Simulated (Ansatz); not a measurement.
Total density of states per atom from LDA (plane waves, PAW; program Ansatz), in 0.25 eV bins, energy from the valence-band maximum:

(E (eV), states/eV/atom): (-7.85, 0.00); (-7.60, 0.00); (-7.35, 0.01); (-7.10, 0.05); (-6.85, 0.21); (-6.60, 0.38); (-6.35, 0.49); (-6.10, 0.80); (-5.85, 0.79); (-5.60, 0.81); (-5.35, 0.54); (-5.10, 0.46); (-4.85, 0.56); (-4.60, 0.93); (-4.35, 0.89); (-4.10, 0.54); (-3.85, 0.58); (-3.60, 0.92); (-3.35, 0.93); (-3.10, 0.55); (-2.85, 0.51); (-2.60, 1.17); (-2.35, 1.10); (-2.10, 1.03); (-1.85, 0.88); (-1.60, 0.68); (-1.35, 0.59); (-1.10, 1.09); (-0.85, 0.69); (-0.60, 0.36); (-0.35, 0.12); (-0.10, 0.02); (0.15, 0.00); (0.40, 0.00); (0.65, 0.00); (0.90, 0.02); (1.15, 0.17); (1.40, 0.37); (1.65, 0.62); (1.90, 0.79); (2.15, 1.46); (2.40, 1.35); (2.65, 1.38); (2.90, 0.76); (3.15, 0.76); (3.40, 0.47); (3.65, 0.45); (3.90, 0.78); (4.15, 0.57); (4.40, 0.48); (4.65, 0.35); (4.90, 0.29); (5.15, 0.21); (5.40, 0.27); (5.65, 0.28)

Q: Which of these materials gives this?
(A) Ge, P6_3/mmc (Ge on 4f)
(B) W, fcc (Cu type)
(C) W, bcc (W type)
(D) WSe2, P6_3/mmc (W on 2c, Se on 4f)

A: D, WSe2, P6_3/mmc (W on 2c, Se on 4f). Top 1 eV of the valence band: W 5d 59 %, Se 4p 36 %. Bottom 1 eV of the conduction band: W 5d 63 %, Se 4p 28 %. Projections are on Löwdin-orthogonalised atomic valence shells; empty p or d shells of many metals are not among them.

Symmetry was held in the LDA relaxation; phonons on a q-mesh show no instability. The run is not spin-polarised. A crystal of weakly bound layers computed without a dispersion correction: the cell and the soft elastic constants depend strongly on that. Scalar-relativistic: spin–orbit coupling is off unless named, which matters more the heavier the elements.

Potentials: the earlier of the program's two PAW sets.
